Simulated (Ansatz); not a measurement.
Theory: DFT PBE, scalar-relativistic, plane waves, PAW in Ansatz 0.2.0. All cells share a 420 eV cutoff and Γ-centred k meshes spaced at most about 0.3 Å⁻¹ (about 0.25 or finer for metals, 2π included). No spin polarisation in the final relaxations.

Temperature and zero-point effects are left out.

Compare these two cells of Zn₄Se, each relaxed at this level.

A.

Space group Im-3m (No. 229). a = 6.035 Å, b = 6.035 Å, c = 6.035 Å, α = 90.00°, β = 90.00°, γ = 90.00°
```
atom  site  symmetry       x       y       z
  Zn    8c      .-3m  0.2500  0.2500  0.7500
  Se    2a      m-3m  0.0000  0.0000  0.0000
```

B.

Space group P-43m (No. 215). a = 4.631 Å, b = 4.631 Å, c = 4.631 Å, α = 90.00°, β = 90.00°, γ = 90.00°
| atom | site | symmetry | x | y | z |
| --- | --- | --- | --- | --- | --- |
| Zn | 4e | .3m | 0.3032 | 0.3032 | 0.3032 |
| Se | 1a | -43m | 0.0000 | 0.0000 | 0.0000 |

Task: Which is lower in energy, and by how much?

Result: B is lower, by 0.31 eV/atom. A has space group Im-3m (No. 229), 22.0 Å³/atom and no gap on its mesh; B has space group P-43m (No. 215), 19.9 Å³/atom and no gap. Counting Zn atoms around Se (those within 1.25 times the shortest such distance or 1.15 times the sum of covalent radii), A has Se 8 and B has Se 4. The denser one is the lower, and pressure would at first widen the difference. Even the lower one lies +0.08 eV/atom against the reference forms of the elements (uncorrected), so neither is stable at this level. In A, Zn has 2 Se at 2.61 Å and 6 Zn at 3.02 Å; around Se lie 8 Zn at 2.61 Å. In B, Zn has 1 Se at 2.43 Å and 3 Zn at 2.58 Å; Se has 4 Zn at 2.43 Å. Both come from invented guesses.

Cells relaxed within their symmetry can be saddle points.
